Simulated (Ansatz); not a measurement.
Starting cell, CsPbBr₃ (cubic perovskite):

```
CELL_PARAMETERS angstrom
      5.93781     0.00000     0.00000
      0.00000     5.93781     0.00000
      0.00000     0.00000     5.93781
ATOMIC_POSITIONS crystal
  Cs 0.00000 0.00000 0.00000
  Pb 0.50000 0.50000 0.50000
  Br 0.00000 0.50000 0.50000
  Br 0.50000 0.50000 0.00000
  Br 0.50000 0.00000 0.50000
```

In this cell atom 4 (Br, nearest neighbour Pb at 2.969 Å; its periodic images, 5.9 Å or more away, move with it) is moved by s along Cartesian [111], unit vector (0.577, 0.577, 0.577); all other atoms and the cell stay fixed.

Level of theory: r2SCAN (plane waves to 500 eV, PAW, scalar-relativistic; Ansatz, a first-principles code). k mesh 5×5×5 (Γ-centred), Fermi-Dirac smearing 0.05 eV. E stands for the smeared free energy. CsPbBr3 was relaxed with its symmetry unable to fall. Spin-orbit coupling is left out, though Pb is heavy. The PAW data are Ansatz's earlier set. This is a high-temperature form of CsPbBr3. The zero of ΔE is the undisplaced structure.

```
s (Å)   ΔE (meV/cell)
------  -------------
-0.590       withheld
-0.472          108.6
-0.354           56.5
-0.236           23.5
-0.118            5.6
0.000             0.0
0.118             5.6
0.236            23.5
0.354            56.5
0.472           108.6
0.590        withheld
```

Task: Fit an even polynomial form (powers 2, 4) to the given rows and predict ΔE at s = -0.590.

Result: Least squares on the 9 given rows: ΔE = (402.1)·s² + (383.4)·s⁴, in meV/cell with s in Å; root-mean-square residual 0.07 meV/cell. At -0.590 the fit gives 186.4 meV/cell; the calculation gives 184.1 meV/cell, so the extrapolation is off by 2.3 (+1.2 %). The quadratic term alone would give 140.0 meV/cell.

(For displaced atoms, the force is minus the slope of the energy, and its curvature is a force constant, which sets phonon frequencies.)
